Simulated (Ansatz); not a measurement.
The elements of this relaxed trial crystal are hidden behind letters.

```
lattice vectors (Å)
  -3.5512    3.5512    3.5512
   3.5512   -3.5512    3.5512
   3.5512    3.5512   -3.5512
fractional positions
X 0.0000 0.5000 0.5000
X 0.5000 0.5000 0.0000
X 0.5000 0.0000 0.5000
X 0.0000 0.0000 0.5000
X 0.0000 0.5000 0.0000
X 0.5000 0.0000 0.0000
X 0.5000 0.5000 0.5000
Z 0.0000 0.0000 0.0000
```

These are results of DFT PBE, scalar-relativistic, plane waves, PAW (Ansatz), not measurements. Plane waves to 420 eV, an 8×8×8 mesh through Γ for the 8-atom cell and 0.10 eV Gaussian smearing; collinear spin.

```
Space group                              : Im-3m (No. 229)
Conventional cell                        : a = 7.102 Å
Volume per atom                          : 22.39 Å³
Density                                  : 6.25 g/cm³
Energy over the elements                 : +0.16 eV/atom
Gap on the 8×8×8 mesh of the 8-atom cell : 0 eV (a metal)
Net moment per atom                      : 0.16 μB
```

Energies are uncorrected and count from the elements' standard states at the same level.

Question: X is a d-block element of period 5 and Z is a p-block element of period 3. Which elements are they?

Answer: X = Zr, Z = Cl, so the formula is Zr7Cl. Density times volume gives a mean mass of 6.25 × 22.39/1.6605 = 84.3 u per atom, and this set has 84.3 u. Among the elements that the hints allow, noble gases aside, only these give it. Zr on a site of symmetry 4/mmm is surrounded by 8 Zr at 3.08 Å, 2 Cl at 3.55 Å and 4 Zr at 3.55 Å; around Zr on a site of symmetry -3m lie 2 Cl at 3.08 Å, 6 Zr at 3.08 Å and 6 Zr at 3.55 Å; Cl is surrounded by 8 Zr at 3.08 Å and 6 Zr at 3.55 Å.

Another magnetic order may lie lower. A structure relaxed within its symmetry needn't be a true minimum.
